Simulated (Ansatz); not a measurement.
B:
```cif
data_B8
_chemical_formula_sum 'B8'
_space_group_name_H-M_alt 'I4132'
_space_group_IT_number 214
_space_group_name_Hall 'I 4bd 2c 3'
_cell_length_a 4.65246
_cell_length_b 4.65246
_cell_length_c 4.65246
_cell_angle_alpha 90.000
_cell_angle_beta 90.000
_cell_angle_gamma 90.000
loop_
_atom_site_label
_atom_site_type_symbol
_atom_site_symmetry_multiplicity
_atom_site_Wyckoff_symbol
_atom_site_fract_x
_atom_site_fract_y
_atom_site_fract_z
_atom_site_occupancy
B1 B 8 a 0.12500 0.12500 0.12500 1
```
(The calculation used a cell of 4 atoms; values per cell refer to that cell.)

This is the PBE-relaxed structure.

### Question
All from plane-wave PAW PBE (Ansatz code), unless another level is named. Estimate the smallest direct gap on the standard path.

### Answer
2.69 eV.

### Question
What about the electron effective mass?

### Answer
0.58, 0.58, 2.8 mₑ (principal values).

### Question
Give the valence-band maximum.

### Answer
on the P–H line, 18 % of the way from P.

Space group I4_132. The start of the workflow was typed in or built on a structure type; neither database checked (COD, Materials Project) lists it. It is not the phase usual at ambient conditions (space group No. 166). The cell was relaxed with PBE under the symmetry of its start; its stability against distortions is not shown here.

Potentials: the earlier of the program's two PAW sets.
